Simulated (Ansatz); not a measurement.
Recipe of this trial structure of Ca₂YFeC₆N₆: cyanide-bridged rock-salt net of two metals, 2 guest cations a cell (Fm-3m, No. 225). Its size is a rough estimate.

```
Ca Y Fe C N
1.0
     0.00000    5.31800    5.31800
     5.31800    0.00000    5.31800
     5.31800    5.31800    0.00000
Ca Y Fe C N
2 1 1 6 6
Direct
  0.25000 0.25000 0.25000
  0.75000 0.75000 0.75000
  0.50000 0.50000 0.50000
  0.00000 0.00000 0.00000
  0.81779 0.18221 0.18221
  0.18221 0.81779 0.18221
  0.18221 0.18221 0.81779
  0.18221 0.81779 0.81779
  0.81779 0.18221 0.81779
  0.81779 0.81779 0.18221
  0.70778 0.29222 0.29222
  0.29222 0.70778 0.29222
  0.29222 0.29222 0.70778
  0.29222 0.70778 0.70778
  0.70778 0.29222 0.70778
  0.70778 0.70778 0.29222
```

Theory: Ansatz, DFT PBE, scalar-relativistic, plane waves, PAW. Cutoff 420 eV, Gaussian smearing, Γ-centred meshes. Cell and atoms relax first on a coarse mesh and then on a finer one. In between, the cell is made exact in the group found at 0.06 Å. In metals the finer mesh still leaves noise of several meV/atom or more. The steps can't lower the symmetry of their start. Collinear spin, starting moments Fe 4.0 μB.

A guess keeps its type if space group and coordination stay and the shape of the cell changes little (axis ratios within about 15 %, angles within 6°); the volume may change.

Q: Does it keep its structure type, or change into something else?

A: It keeps its type. The symmetry stays Fm-3m (No. 225). The volume per atom grows by 6.5 %, from 18.8 to 20.0 Å³. The shortest distance goes from 1.17 Å (C–N) to 1.18 Å (C–N). Counting neighbours within 15 % of an atom's shortest distance, the start has C 1, Ca 24, Fe 6, N 1, Y 6 and the end C 1, Ca 24, Fe 6, N 1, Y 6.

The zero of energy is the elements' standard structures at the same level (N₂ as a molecule); no fitted shifts are applied.

Q: At what energy does it end?

A: +0.02 eV/atom. The formation energy is too near zero to say whether this cell lies below the elements.

The last run used collinear spin, a 6×6×6 mesh for its 16-atom cell and Gaussian smearing of 0.10 eV. For metals, differences of a few meV/atom aren't resolved. The reference form of C is held partly by dispersion forces, which this level lacks. Another magnetic order may lie lower. A structure relaxed within its symmetry needn't be a true minimum.
